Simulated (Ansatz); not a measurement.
Generalised stacking fault of LiF (rock salt) on the {110} plane. The cell below holds the perfect crystal with the plane normal along z; tilting its third vector by the shift puts one fault into each cell, between planes 1.41 Å apart, at fixed cell height.

```xyz
6
Lattice="2.8215 0.0000 0.0000 0.0000 3.9902 0.0000 1.4107 1.9951 4.2322" Properties=species:S:1:pos:R:3 pbc="T T T"
F      1.1756     1.6626     3.5269
F      1.1756     1.6626     0.7054
F      2.5864     3.6577     2.1161
Li     1.1756     3.6577     3.5269
Li     1.1756     3.6577     0.7054
Li     2.5864     1.6626     2.1161
```

In-plane vectors a = (2.821, 0.000) Å, b = (0.000, 3.990) Å, area 11.26 Å². The shift is s times the vector b (length 3.990 Å), so s = 1 restores the start. Atoms relax along the normal only. γ = [E(shift) − E(0)] / area.

The numbers are results of r2SCAN (plane waves to 500 eV, PAW, scalar-relativistic; Ansatz, a first-principles code), not measurements. k mesh 10×10×10 (Γ-centred), Fermi-Dirac smearing 0.05 eV. E is the zero-smearing estimate. Faults lie only 4.2 Å apart, and holding the cell height raises γ above its relaxed value. LiF was relaxed with its symmetry unable to fall. γ is measured from zero shift.

```json
[
 {"s": "0.000", "γ (mJ/m²)": "0"},
 {"s": "0.083", "γ (mJ/m²)": "304"},
 {"s": "0.167", "γ (mJ/m²)": "1150"},
 {"s": "0.250", "γ (mJ/m²)": "2237"},
 {"s": "0.333", "γ (mJ/m²)": "withheld"},
 {"s": "0.417", "γ (mJ/m²)": "3909"},
 {"s": "0.500", "γ (mJ/m²)": "4153"},
 {"s": "0.583", "γ (mJ/m²)": "3909"},
 {"s": "0.667", "γ (mJ/m²)": "withheld"},
 {"s": "0.750", "γ (mJ/m²)": "2237"},
 {"s": "0.833", "γ (mJ/m²)": "1150"},
 {"s": "0.917", "γ (mJ/m²)": "304"}
]
```

Task: Fit a Fourier form (three harmonics of 1 − cos and sin) to the given rows and predict γ at s = 0.333.

Result: Least squares on the 10 given rows: γ = (2079.4)·[1 − cos(2πs)] + (81.2)·[1 − cos(4πs)], in mJ/m²; root-mean-square residual 10.4 mJ/m². At 0.333 the fit gives 3241 mJ/m²; the calculation gives 3226 mJ/m², so the interpolation is off by 15 (+0.5 %). 

(The slope of γ gives the shear force per area between the displaced halves; near zero shift its curvature is an elastic stiffness.)
